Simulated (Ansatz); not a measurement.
According to DFT-PBE in the program Ansatz with PAW potentials, B$_{2}$Ir in the hexagonal phase (P6_3/mmc; Ir on 2c, B on 4f) relaxes to a = 3.069 Å, c = 7.053 Å. Against the elements it lies at -0.053 eV/atom, with no fitted shifts.

Electronic character: metallic (no gap). Gap from PBE with spin–orbit coupling: none (metallic).

An equation-of-state fit gives a bulk modulus of 2580 kbar.

The start of the workflow was typed in or built on a structure type; neither database checked (COD, Materials Project) lists it. Its standing as an ambient phase is unchecked. The PBE relaxation kept the symmetry of its start; whether a distortion lowers the energy is not shown. The run is not spin-polarised. The references are the lowest solids computed at this level, not always the standard phases. Spin–orbit coupling is left out wherever it is not named.

Potentials: the earlier of the program's two PAW sets.
